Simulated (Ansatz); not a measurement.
Values for one crystal, relaxed and computed with LDA in the plane-wave PAW code Ansatz; other levels are named.

| Item | Value |
|---|---|
| Volume per atom | 12.03 Å³ |
| Band gap | 1.41 eV (indirect) |
| Elastic constants (relaxed ions, GPa) | C11 = 450, C12 = 112, C44 = 50.7 |
| Pressure derivative B′ | 4.5 |
| Bulk modulus (Birch–Murnaghan fit) | 2240 kbar |
| Electron effective mass | 0.25, 0.25, 4.8 mₑ (principal values) |
| Smallest direct gap on the standard path | 1.58 eV |

### Question
Pick the material that matches.
(A) NbAgO3, cubic perovskite
(B) KMgF3, cubic perovskite
(C) Ag2S, Pc (Ag on 2a, Ag on 2a, S on 2a)
(D) CaO, P6_3/mmc (Ca on 2d, O on 2c)

### Answer
A, NbAgO3, cubic perovskite

Space group Pm-3m (cubic perovskite). The workflow started from a Materials Project entry (that database holds measured and hypothetical structures alike); the Crystallography Open Database copy checked does not list it. COD files the formula under space group No. 57, so this cell is another polymorph or a model. Whether it is the stable phase at ambient conditions was not checked. The cell was relaxed with LDA under the symmetry of its start. At this level the phase is dynamically unstable (imaginary phonons). No spin polarisation was allowed. Scalar-relativistic: spin–orbit coupling is off unless named, which matters more the heavier the elements.

Potentials: the later of the program's two PAW sets.
